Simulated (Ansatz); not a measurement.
Ta:
```
CELL_PARAMETERS angstrom
      0.00000     3.02750     3.02750
      3.02750     0.00000     3.02750
      3.02750     3.02750     0.00000
ATOMIC_POSITIONS crystal
  Ta 0.00000 0.00000 0.00000
  Ta 0.25000 0.25000 0.25000
```

Relaxed with r²SCAN. Special points in fractions of this cell's reciprocal vectors: Γ (0.000, 0.000, 0.000); X (0.500, 0.000, 0.500); U (0.625, 0.250, 0.625); K (0.375, 0.375, 0.750); L (0.500, 0.500, 0.500); W (0.500, 0.250, 0.750).

### Question
List the band energies nearest the Fermi level at these points for r²SCAN with spin–orbit coupling (plane waves, PAW; program Ansatz).

### Answer
In eV from the Fermi level; about four levels below and three above (degenerate sets whole), none deeper than 8.9 eV; points with the same levels are listed once.

| k | below | above |
|---|---|---|
| Γ | -0.33 -0.33 -0.33 -0.33 | 1.97 1.97 2.28 2.28 2.28 2.28 |
| X | -0.29 -0.29 -0.29 -0.29 | 2.04 2.04 2.04 2.04 |
| U | -0.81 -0.81 -0.69 -0.69 | 0.97 0.97 1.37 1.37 |
| L | -0.37 -0.37 -0.15 -0.15 | 3.30 3.30 3.54 3.54 |
| W | -1.30 -1.30 -1.17 -1.17 | 0.70 0.70 0.84 0.84 |

Space group Fd-3m (diamond). The start of the workflow was typed in or built on a structure type; neither database checked (COD, Materials Project) lists it. It is not the phase usual at ambient conditions (space group No. 229). Symmetry was held in the r²SCAN relaxation; whether a distortion lowers the energy is not shown. The run is not spin-polarised.

Potentials: the later of the program's two PAW sets.
